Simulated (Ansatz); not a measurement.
BaZrO3 (cubic perovskite, space group No. 221), a = b = c = 4.2272 Å, α = β = γ = 90.00°.

Relaxed with PBE. PBE in the plane-wave PAW code Ansatz gives a gap of 3.18 eV.

Q: What gap does HSE06 give on the same cell (Ansatz, PAW)?

A: 4.64 eV, 1.46 eV more. The hybrid was solved on a coarser mesh and at special points; its gap is the smallest among all of these.

| k | v1 PBE | c1 PBE | v1 HSE06 | c1 HSE06 |
|---|---|---|---|---|
| Γ | -0.22 | 3.18 | -0.29 | 4.64 |
| R | 0.00 | 5.97 | [?] | [?] |
| M | -0.05 | 5.55 | [?] | [?] |
| X | -0.46 | 3.53 | [?] | [?] |

Q: Top valence (v1) and lowest conduction level (c1) in eV from each method's valence maximum (which need not be a listed point): supply the withheld HSE06 values.

A: 
- M, v1 HSE06: -0.05
- M, c1 HSE06: 7.20
- X, v1 HSE06: -0.57
- X, c1 HSE06: 5.04
- R, v1 HSE06: 0.00
- R, c1 HSE06: 7.50

Cost on shared cores: the PBE run (SCF on a 7×7×7 mesh, then bands and DOS) very roughly 24 core-seconds, the HSE06 run (SCF on 4×4×4, then a few points) around 2.0 core-minutes (rough); the tasks are unlike.

Space group Pm-3m (cubic perovskite). The PBE relaxation kept the symmetry of its start. At this level the phase is dynamically unstable (imaginary phonons). No spin polarisation was allowed. Spin–orbit coupling is left out wherever it is not named.

Potentials: the later of the program's two PAW sets.
